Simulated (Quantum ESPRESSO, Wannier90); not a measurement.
# Tight-binding from DFT: Au (bcc (W type), model phase)

```xyz
1
Lattice="-1.6573 1.6573 1.6573 1.6573 -1.6573 1.6573 1.6573 1.6573 -1.6573" Properties=species:S:1:pos:R:3 pbc="T T T"
Au     0.0000     0.0000     0.0000
```

Cell from Materials Project (mp-2647062), symmetrised, no further relaxation. This isn't the element's usual structure (fcc); take it as a model of another phase. Computed values, not measurements, from PBEsol: Quantum ESPRESSO (norm-conserving PseudoDojo potentials, cutoff 61 Ry, spinors with spin-orbit coupling) on a Γ-centred 10×10×10 mesh, then Wannier90. Density: 18×18×18 mesh, cold smearing 0.01 Ry.

The plane-wave run has 42 bands and 19 electrons a cell. On the energy scale of pw.x, whose zero is arbitrary, the Fermi level lies at 18.79 eV.

Isolated groups of bands, relative to the Fermi level (bands from 9 on overlap up to the last one computed):

```tsv
bands	from (eV)	to (eV)	filling	weight on atomic waves
1–2	-105.25	-105.23	filled	Au 5s 99 %
3–4	-68.96	-68.90	filled	Au 5p 100 %
5–8	-52.41	-52.23	filled	Au 5p 100 %
```

Input w.win, without the blocks of cell, atoms and k-points (1000 lines):

```
num_bands = 34
num_wann = 18
exclude_bands = 1-8
spinors = true
num_iter = 1000
conv_tol = 1.0e-6
conv_window = 4
dis_num_iter = 1000
dis_conv_tol = 1.0e-6
dis_froz_max = 34.59
write_hr = true
write_u_matrices = true
begin projections
f=-0.01689,-0.00161,-0.01463: s;p;d
end projections
mp_grid = 10 10 10
```

wannier90.x stops with:
```
dis_windows: More states in the frozen window than target WFs
```
At some k-point more bands lie below dis_froz_max than there are Wannier functions, and every frozen state has to fit into the subspace. Mended as below, all else unchanged, the run goes through (Ω_I = 14.6 Å²) and follows the plane-wave bands to 1.8 meV rms (states up to 1.0 eV relative to the Fermi level).
```
dis_froz_max = 20.29
```
